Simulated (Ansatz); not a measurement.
Sn₃Ge in space group P-4m2 (No. 115; Ge on 1a, Sn on 2g, Sn on 1c) at seven volumes, PBEsol (plane waves, PAW; program Ansatz), shape and atoms relaxed at each. One row is withheld.

| V (Å³/atom) | P (GPa) |
|---|---|
| 28.877 | ? |
| 29.829 | 3.32 |
| 30.781 | 1.52 |
| 31.733 | 0.00 |
| 32.685 | -1.28 |
| 33.637 | -2.35 |
| 34.589 | -3.25 |

**Question.** Fit the shown pressures and predict the withheld one.

**Answer.** Third-order Birch–Murnaghan: P = (3/2)B₀(x^(7/2) − x^(5/2))[1 + (3/4)(B′ − 4)(x − 1)] with x = (V₀/V)^(2/3). Least squares on the six rows gives V₀ = 31.732 Å³/atom, B₀ = 46.32 GPa, B′ = 4.77. At V = 28.877, x = 1.0649 and P = 5.47 GPa. The run itself gave 5.47 GPa.

The start of the workflow was typed in or built on a structure type; neither database checked (COD, Materials Project) lists it. Whether it is the stable phase at ambient conditions was not checked. The cell was relaxed with PBEsol under the symmetry of its start; its stability against distortions is not shown here. Scalar-relativistic: spin–orbit coupling is off unless named, which matters more the heavier the elements.

Potentials: the later of the program's two PAW sets.
